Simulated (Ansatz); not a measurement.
InAs (zinc blende, F-43m) at seven volumes, plane-wave PAW LDA (Ansatz code), scaled uniformly. One row is withheld.

```json
[
 {"V (Å³/atom)": "24.890", "P (GPa)": "7.07"},
 {"V (Å³/atom)": "25.710", "P (GPa)": "4.31"},
 {"V (Å³/atom)": "26.531", "P (GPa)": "1.97"},
 {"V (Å³/atom)": "27.352", "P (GPa)": "0.00"},
 {"V (Å³/atom)": "28.172", "P (GPa)": "-1.66"},
 {"V (Å³/atom)": "28.993", "P (GPa)": "?"},
 {"V (Å³/atom)": "29.813", "P (GPa)": "-4.22"}
]
```

Problem. Fit the shown pressures and predict the withheld one.

Solution. P = (3/2)B₀(x^(7/2) − x^(5/2))[1 + (3/4)(B′ − 4)(x − 1)] with x = (V₀/V)^(2/3). Least squares on the six rows gives V₀ = 27.353 Å³/atom, B₀ = 60.0 GPa, B′ = 4.70. At V = 28.993, x = 0.9619 and P = -3.05 GPa. The run itself gave -3.05 GPa.

Symmetry was held in the LDA relaxation; of distortions, only those at the zone centre were tested.

Potentials: the later of the program's two PAW sets.
